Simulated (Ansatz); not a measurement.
Pb: comparing deformations

Theory: DFT PBEsol, scalar-relativistic, plane waves, PAW in Ansatz 0.2.0. The runs took a 420 eV cutoff, a Γ-centred 16×16×16 mesh and Gaussian smearing (0.15 eV). Spin–orbit coupling is left out, which can shift energies with elements as heavy as these. No spin polarisation. Energies are free energies at this smearing, counted from the undisturbed cell; pressure is positive in compression.

Zero of the scan (as given, not relaxed at this level; it stands at -0.2 GPa):

```xyz
1
Lattice="0.0000 2.4698 2.4698 2.4698 0.0000 2.4698 2.4698 2.4698 0.0000" Properties=species:S:1:pos:R:3 pbc="T T T"
Pb    0.0000    0.0000    0.0000
```

The cell is strained by ε times a Voigt pattern (xx, yy, zz, yz, xz, xy; engineering shear) with fractional coordinates fixed. τ = (1/V0) dE/dε comes from the stress tensor. Of each scan, only the three points used here are listed.

```
            pattern        ε  τ (GPa)
 (1, 1, 0, 0, 0, 0)  -0.0250    -5.14
 (1, 1, 0, 0, 0, 0)   0.0000     0.48
 (1, 1, 0, 0, 0, 0)   0.0250     5.04
 (0, 0, 1, 0, 0, 0)  -0.0250    -1.41
 (0, 0, 1, 0, 0, 0)   0.0000     0.24
 (0, 0, 1, 0, 0, 0)   0.0250     1.59
(1, -1, 0, 0, 0, 0)  -0.0075   -0.247
(1, -1, 0, 0, 0, 0)   0.0000    0.000
(1, -1, 0, 0, 0, 0)   0.0075    0.247
 (1, 0, 0, 0, 0, 0)  -0.0150    -0.70
 (1, 0, 0, 0, 0, 0)   0.0000     0.24
 (1, 0, 0, 0, 0, 0)   0.0150     1.07
```

Task: Which constants do the scans give, and which deformation costs least for the same size of strain tensor?

Result: The slope dτ/dε at zero (parabola through three points) is pᵀCp: (1, 1, 0, 0, 0, 0) gives 2(C11 + C12) = 204 GPa; (0, 0, 1, 0, 0, 0) gives C11 = 60 GPa; (1, -1, 0, 0, 0, 0) gives 2(C11 − C12) = 33 GPa; (1, 0, 0, 0, 0, 0) gives C11 = 59 GPa. The size of the strain tensor, ε:ε, is ε² times 2.0, 1.0, 2.0, 1.0. Per unit of it the stiffnesses are 102, 60, 16, 59 GPa, so (1, -1, 0, 0, 0, 0) is the softest of these: at ε:ε = (1 %)² the quadratic term costs 0.16 meV/atom against 0.96 for the stiffest.

Task: What else follows for this cubic crystal?

Result: From the unrounded slopes C11 = 59.1 and C12 = 42.7 GPa, so B = (C11 + 2 C12)/3 = 48 GPa and the Poisson ratio for a pull along a cube edge is C12/(C11 + C12) = 0.42. Symmetry also asks 2(C11 − C12) = 33 GPa, against 33 from its own scan.

In a metal these slopes depend on the k mesh and the smearing.